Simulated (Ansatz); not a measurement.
Cu3Sn:
```yaml
crystal:
  lattice:
    - [0.00000, 2.99006, 2.99006]
    - [2.99006, 0.00000, 2.99006]
    - [2.99006, 2.99006, 0.00000]
  atoms:
    - { symbol: Cu, position: [0.50000, 0.50000, 0.50000] }
    - { symbol: Cu, position: [0.75000, 0.75000, 0.75000] }
    - { symbol: Cu, position: [0.25000, 0.25000, 0.25000] }
    - { symbol: Sn, position: [0.00000, 0.00000, 0.00000] }
```

Relaxed with LDA. Special points in fractions of this cell's reciprocal vectors: Γ (0.000, 0.000, 0.000); X (0.500, 0.000, 0.500); U (0.625, 0.250, 0.625); K (0.375, 0.375, 0.750); L (0.500, 0.500, 0.500); W (0.500, 0.250, 0.750).

### Question
List the band energies nearest the Fermi level at these points for plane-wave PAW LDA (Ansatz code).

### Answer
In eV from the Fermi level; about four levels below and three above (degenerate sets whole), none deeper than 8.9 eV; points with the same levels are listed once.

```json
[
 {"k": "Γ", "below": "-3.06 -3.06 -2.82 -2.82", "above": "1.74 2.37 2.37 2.37"},
 {"k": "X", "below": "-2.77 -2.74 -2.70 -2.70", "above": "0.55 1.31 9.91 9.91"},
 {"k": "U", "below": "-2.74 -2.70 -2.56 -1.78", "above": "1.00 4.05 7.44"},
 {"k": "L", "below": "-2.97 -2.97 -2.83 -2.83 -2.64", "above": "1.34 1.34 1.53"},
 {"k": "W", "below": "-2.82 -2.66 -2.66 -2.64", "above": "3.98 4.19 4.71 4.71"}
]
```

Space group Fm-3m. The first step of the workflow began from a Materials Project structure, measured or hypothetical; the Crystallography Open Database copy checked does not list it. COD files the formula under space group No. 59, 63. With Cu and Sn taken as one species the cell has the higher symmetry Im-3m, so it may be an ordered model of a mixed-site phase. Whether it is the stable phase at ambient conditions was not checked. Symmetry was held in the LDA relaxation. At this level the phase is mechanically unstable. The run is not spin-polarised. Scalar-relativistic: spin–orbit coupling is off unless named, which matters more the heavier the elements.

Potentials: the later of the program's two PAW sets.
